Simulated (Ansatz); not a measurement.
This cell of TaN (space group P-6m2) is off equilibrium:

```xyz
4
Lattice="5.8130 0.0000 0.0000 -1.4532 2.5171 0.0000 2.9065 0.0000 2.8518" Properties=species:S:1:pos:R:3 pbc="T T T"
Ta     4.3597     2.5171     1.4300
Ta     1.4532     2.5171     1.4217
N      1.5745     0.9090     0.0000
N      4.2385     0.7690     0.0000
```

Calculation: LDA (plane waves to 420 eV, PAW, scalar-relativistic; Ansatz, a first-principles code). k mesh 13×13×13 (Γ-centred), Fermi-Dirac smearing 0.05 eV. Stress and pressure are positive under compression. With partly filled bands, energies and forces of such displacements shift with the k mesh and the smearing. Spin-orbit coupling is left out, though Ta is heavy. TaN is run without spin polarisation. TaN was relaxed with its symmetry unable to fall. This is one of several known forms of TaN; the measured ambient cells at hand have space group No. 189.

**Question.** What forces act on the atoms (eV/Å, Cartesian)?

**Answer.** 
```json
[
 {"atom": "Ta1", "Fx": "-0.204", "Fy": "-0.118", "Fz": "-1.044"},
 {"atom": "Ta2", "Fx": "-0.204", "Fy": "-0.118", "Fz": "1.044"},
 {"atom": "N3", "Fx": "-2.139", "Fy": "-1.235", "Fz": "0.000"},
 {"atom": "N4", "Fx": "2.548", "Fy": "1.471", "Fz": "0.000"}
]
```

**Question.** Give the stress tensor in GPa and the pressure.

**Answer.** 
```
    3.9      0.9      0.0
    0.9      2.8      0.0
    0.0      0.0      2.9
```
The pressure, a third of the trace, is 3.2 GPa.

(A displaced cell: forces are minus the slopes of the energy, force constants its curvatures, and phonons follow from these.)
